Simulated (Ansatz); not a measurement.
Ga$_{2}$O$_{3}$:
```yaml
crystal:
  lattice:
    - [2.49238, 1.43898, 4.48029]
    - [-2.49238, 1.43898, 4.48029]
    - [0.00000, -2.87795, 4.48029]
  atoms:
    - { symbol: Ga, position: [0.35540, 0.35540, 0.35540] }
    - { symbol: Ga, position: [0.14460, 0.14460, 0.14460] }
    - { symbol: Ga, position: [0.64460, 0.64460, 0.64460] }
    - { symbol: Ga, position: [0.85540, 0.85540, 0.85540] }
    - { symbol: O, position: [0.55361, 0.94639, 0.25000] }
    - { symbol: O, position: [0.25000, 0.55361, 0.94639] }
    - { symbol: O, position: [0.94639, 0.25000, 0.55361] }
    - { symbol: O, position: [0.44639, 0.05361, 0.75000] }
    - { symbol: O, position: [0.75000, 0.44639, 0.05361] }
    - { symbol: O, position: [0.05361, 0.75000, 0.44639] }
```

Relaxed with r²SCAN.

**Question.** Tabulate the valence density and the electron localisation function along the shortest Ga–O contact (1.93 Å), r²SCAN in the plane-wave PAW code Ansatz.

**Answer.** 

```csv
distance from Ga (Å),density (e/Å³),ELF
0.19,35.15,0.02
0.29,21.21,0.01
0.39,10.89,0.02
0.48,5.01,0.05
0.58,2.30,0.09
0.67,1.22,0.14
0.77,0.81,0.18
0.87,0.68,0.23
0.96,0.69,0.35
1.06,0.83,0.56
1.16,1.10,0.74
1.25,1.55,0.82
1.35,2.30,0.83
1.44,3.39,0.80
1.54,4.66,0.71
1.64,5.87,0.57
1.73,6.81,0.40
```

The density is the valence pseudo-density with augmentation charge, so density and ELF within about 1 Å of a nucleus are not all-electron values.

Space group R-3c (corundum). Symmetry was held in the r²SCAN relaxation.

Potentials: the later of the program's two PAW sets.
